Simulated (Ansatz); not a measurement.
Polymorphs of Zr, each relaxed with DFT-r²SCAN in the program Ansatz with PAW potentials:

A: hcp (Mg type) (P6_3/mmc)
a = b = 3.247 Å, c = 5.152 Å, α = β = 90.00°, γ = 120.00°

```tsv
atom	site	symmetry	x	y	z
Zr	2d	-6m2	0.6667	0.3333	0.2500
```

B: P6/mmm
a = b = 5.038 Å, c = 3.159 Å, α = β = 90.00°, γ = 120.00°

```csv
atom,site,symmetry,x,y,z
Zr,1a,6/mmm,0.0000,0.0000,0.0000
Zr,2d,-6m2,0.3333,0.6667,0.5000
```

C: diamond (Fd-3m)
a = b = c = 6.186 Å, α = β = γ = 90.00°

```csv
atom,site,symmetry,x,y,z
Zr,8b,-43m,0.5000,0.5000,0.5000
```

Q: Rank these by energy per atom at 0 K (lowest first), as r²SCAN gives it.

A: B (+0 meV/atom), A (+12 meV/atom), C (+2597 meV/atom)

Typed or built starts, not in the databases checked: C. Not the usual ambient phase: B; C. All cells were relaxed under the symmetry of their starts (and spin orders); stability against distortions was not tested throughout. Rows with no word on spin ran without spin polarisation. Scalar-relativistic: spin–orbit coupling is off unless named, which matters more the heavier the elements.

Energies hold the estimated change up to a 700 eV cutoff; steps of a few meV lie near the error of the meshes.

Potentials: the earlier of the program's two PAW sets.
